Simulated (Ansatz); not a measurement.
Al in space group I4/mcm (No. 140; Al on 8h) at seven volumes, DFT-PBE in the program Ansatz with PAW potentials, shape and atoms relaxed at each. One row is withheld.

| V (Å³/atom) | P (GPa) |
|---|---|
| 21.000 | 5.78 |
| 21.692 | 3.55 |
| 22.384 | 1.63 |
| 23.077 | 0.00 |
| 23.769 | ? |
| 24.461 | -2.56 |
| 25.153 | -3.55 |

### Question
Fit the shown pressures and predict the withheld one.

### Answer
P = (3/2)B₀(x^(7/2) − x^(5/2))[1 + (3/4)(B′ − 4)(x − 1)] with x = (V₀/V)^(2/3). Least squares on the six rows gives V₀ = 23.079 Å³/atom, B₀ = 49.8 GPa, B′ = 4.37. At V = 23.769, x = 0.9806 and P = -1.38 GPa. The run itself gave -1.38 GPa.

The start of the workflow was typed in or built on a structure type; neither database checked (COD, Materials Project) lists it. It is not the phase usual at ambient conditions (space group No. 225). Symmetry was held in the PBE relaxation; whether a distortion lowers the energy is not shown.

Potentials: the later of the program's two PAW sets.
